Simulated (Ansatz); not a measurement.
WSi2 (MoSi2 type, space group I4/mmm)

```
WSi2
1.0
   -1.60147     1.60147     3.90823
    1.60147    -1.60147     3.90823
    1.60147     1.60147    -3.90823
W Si
1 2
Direct
  0.00000   0.00000   0.00000
  0.33452   0.33452   0.00000
  0.66548   0.66548   0.00000
```

The relaxed cell is deformed in two ways at once: its volume V is scaled, and at that volume it is stretched along z (the c axis of the conventional cell) so that c/a changes. Fractional atomic positions are held.

Method: PBEsol (plane waves to 420 eV, PAW, scalar-relativistic; Ansatz, a quantum-chemistry and plane-wave program). k mesh 20×20×20 (Γ-centred), Fermi-Dirac smearing 0.05 eV. Stress and pressure are positive under compression. As the atoms are clamped, bonds stretch with the cell, which overstates energies and stresses. With partly filled bands, the response to shear is sensitive to the k mesh, so small differences along c/a are uncertain. Spin-orbit coupling is left out, though W is heavy. The PAW data are Ansatz's earlier set. WSi2 is run without spin polarisation. WSi2 was relaxed with its symmetry unable to fall. The last digit holds for this mesh only.

Changes of σzz (GPa) from the point V/V₀ = 1.000, (c/a)/(c/a)₀ = 1.000 when one coordinate moves alone (two changes are said to add if the coupling is within 5 % of the smaller one, nearly so within 20 %):

```tsv
point	change
V/V₀ = 1.000, (c/a)/(c/a)₀ = 0.880	51.64
V/V₀ = 1.000, (c/a)/(c/a)₀ = 0.920	30.87
V/V₀ = 1.000, (c/a)/(c/a)₀ = 0.960	13.81
V/V₀ = 0.920, (c/a)/(c/a)₀ = 1.000	25.71
V/V₀ = 0.947, (c/a)/(c/a)₀ = 1.000	15.88
V/V₀ = 0.973, (c/a)/(c/a)₀ = 1.000	7.37
V/V₀ = 1.027, (c/a)/(c/a)₀ = 1.000	-6.37
V/V₀ = 1.053, (c/a)/(c/a)₀ = 1.000	-11.87
V/V₀ = 1.080, (c/a)/(c/a)₀ = 1.000	-16.59
V/V₀ = 1.000, (c/a)/(c/a)₀ = 1.040	-10.75
V/V₀ = 1.000, (c/a)/(c/a)₀ = 1.080	-18.76
V/V₀ = 1.000, (c/a)/(c/a)₀ = 1.120	-24.79
```

### Question
What is the change at V/V₀ = 0.947, (c/a)/(c/a)₀ = 0.880, where both move, and how far is it from the sum?

### Answer
The sum of the single changes is 15.88 + (51.64) = 67.52; the calculation gives 75.90, so the coupling contributes 8.38 (over 20 % of the smaller single change, not additive).

### Question
What is the change at V/V₀ = 0.920, (c/a)/(c/a)₀ = 0.960, where both move, and how far is it from the sum?

### Answer
The sum of the single changes is 25.71 + (13.81) = 39.52; the calculation gives 43.08, so the coupling contributes 3.56 (over 20 % of the smaller single change, not additive).

### Question
What is the change at V/V₀ = 0.947, (c/a)/(c/a)₀ = 1.040, where both move, and how far is it from the sum?

### Answer
The sum of the single changes is 15.88 + (-10.75) = 5.13; the calculation gives 3.14, so the coupling contributes -1.99 (under 20 % of the smaller single change, nearly additive).

(Under strain, the slope of the energy per volume gives the stress and its curvature an elastic modulus.)
